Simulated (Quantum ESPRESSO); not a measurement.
# Zr2WO6F2: finding a planted mistake in a log

Simulated, not a measurement. The program is pw.x of Quantum ESPRESSO 7.5 (plane-wave density functional theory). The cell is made up: 11 atoms on a rutile lattice with one site empty, with randomly drawn elements, strain and displacements, not relaxed. PseudoDojo standard norm-conserving files (v0.5 for PBE, v0.4.1 for LDA and PBEsol) set the functional; there is no spin polarisation, spin-orbit coupling or dispersion term, and the masses in the input are unused placeholders.

Intended input:

```
&control calculation='scf', pseudo_dir='./dojo.nc.sr.pbe.v0_5.standard.upf', outdir='./o', disk_io='low', tprnfor=.true., tstress=.true. /
&system ibrav=0, nat=11, ntyp=4, nbnd=50, ecutwfc=84.00895049, nosym=.true., tot_charge=0,
 occupations='smearing', smearing='fd', degauss=0.0018374661
/
&electrons conv_thr=7.350e-09, electron_maxstep=60, /
ATOMIC_SPECIES
F 1.0 F.upf
O 1.0 O.upf
W 1.0 W.upf
Zr 1.0 Zr.upf
CELL_PARAMETERS angstrom
4.8152 -0.0503 -0.0386
-0.0503 4.767 0.0159
-0.0507 0.0209 6.2122
ATOMIC_POSITIONS angstrom
Zr 2.3724 2.4216 1.6344
W -0.0275 0.0329 3.1002
Zr 2.3777 2.3759 4.6526
O 1.4647 1.4397 -0.0577
O 3.2878 3.2654 -0.1042
O 3.8357 0.9091 1.5198
O 0.8825 3.7828 1.5401
F 1.3969 1.4603 3.152
O 3.2688 3.3116 3.1121
O 3.898 0.9592 4.7027
F 0.7643 3.9227 4.6242
K_POINTS automatic
5 5 4 1 1 1
```

The log is shortened where brackets say so; the opening notice, blank lines, dates and the lines on written files are dropped, and the path of the files is cut. It prints rydbergs, bohrs and kilobars, and counts compression as positive stress. Where no state is partly filled, the Fermi energy that it prints is only some level between the filled and the empty states on the mesh, and need not lie in the true gap.

Log of the intended run:

```
     Program PWSCF v.7.5
     Parallel version (MPI & OpenMP), running on       4 processor cores
     Number of MPI processes:                 4
     Threads/MPI process:                     1
     [start-up lines left out]
     bravais-lattice index     =            0
     lattice parameter (alat)  =       9.1002  a.u.
     unit-cell volume          =     962.1008 (a.u.)^3
     number of atoms/cell      =           11
     number of atomic types    =            4
     number of electrons       =        88.00
     number of Kohn-Sham states=           50
     kinetic-energy cutoff     =      84.0090  Ry
     charge density cutoff     =     336.0358  Ry
     scf convergence threshold =      7.3E-09
     mixing beta               =       0.7000
     number of iterations used =            8  plain     mixing
     Exchange-correlation= PBE
                           (   1   4   3   4   0   0   0)
     [axes and pseudopotential details left out]
   Cartesian axes
     site n.     atom                  positions (alat units)
         1        Zr     tau(   1) = (   0.4926471   0.5028639   0.3393957  )
         2        W      tau(   2) = (  -0.0057106   0.0068319   0.6437804  )
         3        Zr     tau(   3) = (   0.4937477   0.4933739   0.9661482  )
         4        O      tau(   4) = (   0.3041562   0.2989648  -0.0119818  )
         5        O      tau(   5) = (   0.6827370   0.6780854  -0.0216379  )
         6        O      tau(   6) = (   0.7965126   0.1887816   0.3155982  )
         7        O      tau(   7) = (   0.1832579   0.7855275   0.3198136  )
         8        F      tau(   8) = (   0.2900770   0.3032425   0.6545370  )
         9        O      tau(   9) = (   0.6787915   0.6876792   0.6462515  )
        10        O      tau(  10) = (   0.8094497   0.1991853   0.9765518  )
        11        F      tau(  11) = (   0.1587128   0.8145788   0.9602507  )
     number of k points=    50  Fermi-Dirac smearing, width (Ry)=  0.0018
                       cart. coord. in units 2pi/alat
        k(    1) = (   0.1018524   0.1017698   0.0973873), wk =   0.0400000
        k(    2) = (   0.1033995   0.1011396   0.2911988), wk =   0.0400000
     [further k points left out]
     Dense  grid:   100115 G-vectors     FFT dimensions: (  54,  54,  72)
     Estimated max dynamical RAM per process >     284.56 MB
     Estimated total dynamical RAM >       1.04 GB
     Initial potential from superposition of free atoms
     starting charge      87.9947, renormalised to      88.0000
     Starting wfcs are   62 randomized atomic wfcs
     total cpu time spent up to now is        3.7 secs
     per-process dynamical memory:   221.5 Mb
     Self-consistent Calculation
     iteration #  1     ecut=    84.01 Ry     beta= 0.70
     Davidson diagonalization with overlap
     ethr =  1.00E-02,  avg # of iterations =  2.0
     total cpu time spent up to now is        9.8 secs
     total energy              =    -648.06576839 Ry
     estimated scf accuracy    <       6.29440112 Ry
     iteration #  2     ecut=    84.01 Ry     beta= 0.70
     Davidson diagonalization with overlap
     ethr =  7.15E-03,  avg # of iterations =  5.9
     total cpu time spent up to now is       19.2 secs
     total energy              =    -643.56540203 Ry
     estimated scf accuracy    <      72.69202610 Ry
     [iterations 3 to 16 left out]
     iteration # 17     ecut=    84.01 Ry     beta= 0.70
     Davidson diagonalization with overlap
     ethr =  1.17E-10,  avg # of iterations =  3.0
     total cpu time spent up to now is      118.6 secs
     total energy              =    -651.77030946 Ry
     estimated scf accuracy    <       0.00000004 Ry
     iteration # 18     ecut=    84.01 Ry     beta= 0.70
     Davidson diagonalization with overlap
     ethr =  4.16E-11,  avg # of iterations =  2.3
     total cpu time spent up to now is      123.7 secs
     End of self-consistent calculation
     [lines on levels left out]
     the Fermi energy is     8.3640 ev
!    total energy              =    -651.77030946 Ry
     estimated scf accuracy    <          2.4E-09 Ry
     smearing contrib. (-TS)   =      -0.00000044 Ry
     internal energy E=F+TS    =    -651.77030902 Ry
     The total energy is F=E-TS. E is the sum of the following terms:
     one-electron contribution =    -232.13612947 Ry
     hartree contribution      =     159.09582703 Ry
     xc contribution           =    -145.10792704 Ry
     ewald contribution        =    -433.62207954 Ry
     convergence has been achieved in  18 iterations
     Forces acting on atoms (cartesian axes, Ry/au):
     atom    1 type  4   force =     0.02073369    0.00716692   -0.42615552
     atom    2 type  3   force =    -0.25435466   -0.00106152   -0.15573701
     atom    3 type  4   force =     0.06515281   -0.00623137    0.37769526
     atom    4 type  2   force =     0.02055873    0.02297154    0.01742199
     atom    5 type  2   force =    -0.02097614   -0.00299010    0.04944501
     atom    6 type  2   force =     0.08767115   -0.07211656    0.19277105
     atom    7 type  2   force =    -0.06178102    0.07821614    0.17916415
     atom    8 type  1   force =    -0.08037478   -0.08798711   -0.03219599
     atom    9 type  2   force =     0.14256619    0.14181173    0.01246248
     atom   10 type  2   force =     0.05599583   -0.06607612   -0.18920505
     atom   11 type  1   force =     0.02480821   -0.01370356   -0.02566637
     Total force =     0.784092     Total SCF correction =     0.000133
     Computing stress (Cartesian axis) and pressure
          total   stress  (Ry/bohr**3)                   (kbar)     P=       27.30
   0.00041602   0.00058636   0.00037599           61.20       86.26       55.31
   0.00058636   0.00047663  -0.00018906           86.26       70.12      -27.81
   0.00037599  -0.00018906  -0.00033582           55.31      -27.81      -49.40
     init_run     :      3.50s CPU      3.63s WALL (       1 calls)
     electrons    :    119.74s CPU    120.06s WALL (       1 calls)
     forces       :      1.22s CPU      1.24s WALL (       1 calls)
     stress       :      4.27s CPU      4.38s WALL (       1 calls)
     [timing details left out]
     PWSCF        :   2m 8.81s CPU   2m 9.43s WALL
     JOB DONE.
```

A second run was made from an input with one planted mistake. Its log:

```
     Program PWSCF v.7.5
     Parallel version (MPI & OpenMP), running on       4 processor cores
     Number of MPI processes:                 4
     Threads/MPI process:                     1
     [start-up lines left out]
     bravais-lattice index     =            0
     lattice parameter (alat)  =       9.1002  a.u.
     unit-cell volume          =     962.1008 (a.u.)^3
     number of atoms/cell      =           11
     number of atomic types    =            4
     number of electrons       =        88.00
     number of Kohn-Sham states=           50
     kinetic-energy cutoff     =      51.6695  Ry
     charge density cutoff     =     206.6782  Ry
     scf convergence threshold =      7.3E-09
     mixing beta               =       0.7000
     number of iterations used =            8  plain     mixing
     Exchange-correlation= PBE
                           (   1   4   3   4   0   0   0)
     [axes and pseudopotential details left out]
   Cartesian axes
     site n.     atom                  positions (alat units)
         1        Zr     tau(   1) = (   0.4926471   0.5028639   0.3393957  )
         2        W      tau(   2) = (  -0.0057106   0.0068319   0.6437804  )
         3        Zr     tau(   3) = (   0.4937477   0.4933739   0.9661482  )
         4        O      tau(   4) = (   0.3041562   0.2989648  -0.0119818  )
         5        O      tau(   5) = (   0.6827370   0.6780854  -0.0216379  )
         6        O      tau(   6) = (   0.7965126   0.1887816   0.3155982  )
         7        O      tau(   7) = (   0.1832579   0.7855275   0.3198136  )
         8        F      tau(   8) = (   0.2900770   0.3032425   0.6545370  )
         9        O      tau(   9) = (   0.6787915   0.6876792   0.6462515  )
        10        O      tau(  10) = (   0.8094497   0.1991853   0.9765518  )
        11        F      tau(  11) = (   0.1587128   0.8145788   0.9602507  )
     number of k points=    50  Fermi-Dirac smearing, width (Ry)=  0.0018
                       cart. coord. in units 2pi/alat
        k(    1) = (   0.1018524   0.1017698   0.0973873), wk =   0.0400000
        k(    2) = (   0.1033995   0.1011396   0.2911988), wk =   0.0400000
     [further k points left out]
     Dense  grid:    48279 G-vectors     FFT dimensions: (  45,  45,  54)
     Estimated max dynamical RAM per process >     142.37 MB
     Estimated total dynamical RAM >     534.14 MB
     Check: negative core charge=   -0.000108
     Initial potential from superposition of free atoms
     starting charge      87.9947, renormalised to      88.0000
     Starting wfcs are   62 randomized atomic wfcs
     total cpu time spent up to now is        1.9 secs
     per-process dynamical memory:   112.6 Mb
     Self-consistent Calculation
     iteration #  1     ecut=    51.67 Ry     beta= 0.70
     Davidson diagonalization with overlap
     ethr =  1.00E-02,  avg # of iterations =  2.0
     total cpu time spent up to now is        4.9 secs
     total energy              =    -647.95933158 Ry
     estimated scf accuracy    <       5.92529508 Ry
     iteration #  2     ecut=    51.67 Ry     beta= 0.70
     Davidson diagonalization with overlap
     ethr =  6.73E-03,  avg # of iterations =  5.8
     total cpu time spent up to now is        9.7 secs
     total energy              =    -643.50394828 Ry
     estimated scf accuracy    <      70.64831779 Ry
     [iterations 3 to 16 left out]
     iteration # 17     ecut=    51.67 Ry     beta= 0.70
     Davidson diagonalization with overlap
     ethr =  2.30E-10,  avg # of iterations =  2.0
     total cpu time spent up to now is       59.4 secs
     total energy              =    -651.42485551 Ry
     estimated scf accuracy    <       0.00000005 Ry
     iteration # 18     ecut=    51.67 Ry     beta= 0.70
     Davidson diagonalization with overlap
     ethr =  5.47E-11,  avg # of iterations =  2.9
     total cpu time spent up to now is       62.2 secs
     End of self-consistent calculation
     [lines on levels left out]
     the Fermi energy is     8.3764 ev
!    total energy              =    -651.42485552 Ry
     estimated scf accuracy    <          4.3E-09 Ry
     smearing contrib. (-TS)   =      -0.00000039 Ry
     internal energy E=F+TS    =    -651.42485513 Ry
     The total energy is F=E-TS. E is the sum of the following terms:
     one-electron contribution =    -231.46812610 Ry
     hartree contribution      =     158.64438938 Ry
     xc contribution           =    -144.97903886 Ry
     ewald contribution        =    -433.62207955 Ry
     convergence has been achieved in  18 iterations
     Forces acting on atoms (cartesian axes, Ry/au):
     atom    1 type  4   force =     0.02016665    0.00745440   -0.42574959
     atom    2 type  3   force =    -0.25445628   -0.00033843   -0.15640800
     atom    3 type  4   force =     0.06528717   -0.00709370    0.37668321
     atom    4 type  2   force =     0.02007744    0.02264520    0.01642446
     atom    5 type  2   force =    -0.02028455   -0.00272357    0.05010461
     atom    6 type  2   force =     0.08888409   -0.07293211    0.19385255
     atom    7 type  2   force =    -0.06163098    0.07785354    0.17851899
     atom    8 type  1   force =    -0.08007124   -0.08799376   -0.03243372
     atom    9 type  2   force =     0.14239509    0.14141377    0.01389094
     atom   10 type  2   force =     0.05533849   -0.06556900   -0.18821868
     atom   11 type  1   force =     0.02429412   -0.01271633   -0.02666476
     Total force =     0.783394     Total SCF correction =     0.000154
     Computing stress (Cartesian axis) and pressure
          total   stress  (Ry/bohr**3)                   (kbar)     P=     -258.02
  -0.00151545   0.00060500   0.00038261         -222.93       89.00       56.28
   0.00060500  -0.00146297  -0.00019588           89.00     -215.21      -28.81
   0.00038261  -0.00019588  -0.00228363           56.28      -28.81     -335.93
     init_run     :      1.76s CPU      1.81s WALL (       1 calls)
     electrons    :     60.15s CPU     60.33s WALL (       1 calls)
     forces       :      0.61s CPU      0.62s WALL (       1 calls)
     stress       :      2.08s CPU      2.08s WALL (       1 calls)
     [timing details left out]
     PWSCF        :   1m 4.68s CPU   1m 4.94s WALL
     JOB DONE.
```

Question: what was wrong in the second input?

Answer: the plane-wave cutoff is too low. The input lines that differ, file-writing options aside:

```
- &system ibrav=0, nat=11, ntyp=4, nbnd=50, ecutwfc=84.00895049, nosym=.true., tot_charge=0,
+ &system ibrav=0, nat=11, ntyp=4, nbnd=50, ecutwfc=51.66954698, nosym=.true., tot_charge=0,
```

|  | intended run | run with the mistake |
| --- | --- | --- |
| free energy (eV) | -8867.787 | -8863.087 |
| smearing term -TS (eV) | 0.0000 | 0.0000 |
| pressure (GPa) | 2.73 | -25.80 |
| largest force component (eV/Å) | 10.957 | 10.946 |
| largest change of a force component (eV/Å) |  | 0.037 |
| iterations | 18 | 18 |

For scale, a rerun of the intended cell at a cutoff of 1467 eV and k mesh 7 x 7 x 6 moved values by no more than 0.005 eV in energy, 0.02 GPa in stress and 0.003 eV/Å in force.